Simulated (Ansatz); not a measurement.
The start is a relaxed Zr cell, doubled along one cell vector, shaken by Gaussian noise of σ = 0.08 Å a coordinate. A full variable-cell relaxation at zero pressure is run with r2SCAN (plane waves to 500 eV, PAW, scalar-relativistic; Ansatz, a program for electronic structure). The first steps use a coarse 4×8×10 k-mesh.

Input geometry:
```yaml
crystal:
  lattice:
    - [10.07829, 0.00000, 0.00000]
    - [-2.51957, 4.36403, 0.00000]
    - [0.00000, 0.00000, 3.15692]
  atoms:
    - { symbol: Zr, position: [0.99626, 0.99640, 0.96177] }
    - { symbol: Zr, position: [0.50805, 0.98721, 0.99884] }
    - { symbol: Zr, position: [0.16970, 0.70045, 0.52045] }
    - { symbol: Zr, position: [0.66209, 0.68419, 0.52978] }
    - { symbol: Zr, position: [0.34089, 0.33639, 0.51706] }
    - { symbol: Zr, position: [0.84057, 0.35721, 0.52261] }
```

### Question
By how much does the energy per atom fall from start to end?

### Answer
0.05 eV/atom.

### Question
Does it find its way back to the structure it was made from?

### Answer
The parent structure is recovered, P6/mmm (No. 191).

### Question
How do the shortest distances between atoms change?

### Answer
The closest pairs of elements (up to four, under 3.6 Å), start → end: Zr–Zr 2.78 → 2.91 Å.

### Question
What band gap does the relaxed structure have at this level?

### Answer
No gap (metallic).

It ends as:

```cif
data_Zr3
_chemical_formula_sum 'Zr3'
_space_group_name_H-M_alt 'P6/mmm'
_space_group_IT_number 191
_space_group_name_Hall '-P 6 2'
_cell_length_a 5.03913
_cell_length_b 5.03913
_cell_length_c 3.15691
_cell_angle_alpha 90.000
_cell_angle_beta 90.000
_cell_angle_gamma 120.000
loop_
_atom_site_label
_atom_site_type_symbol
_atom_site_symmetry_multiplicity
_atom_site_Wyckoff_symbol
_atom_site_fract_x
_atom_site_fract_y
_atom_site_fract_z
_atom_site_occupancy
Zr1 Zr 1 a 0.00000 0.00000 0.00000 1
Zr2 Zr 2 d 0.33333 0.66667 0.50000 1
```

Final values are on a 11×11×15 k-mesh of the relaxed cell. No spin polarisation in the result.

The relaxed structure here is a generated cell of Zr: the first start was made by placing the elements on the sites of a structure type, and the end was not matched to a known phase here, so it may be hypothetical. Known forms of Zr include space group No. 194.
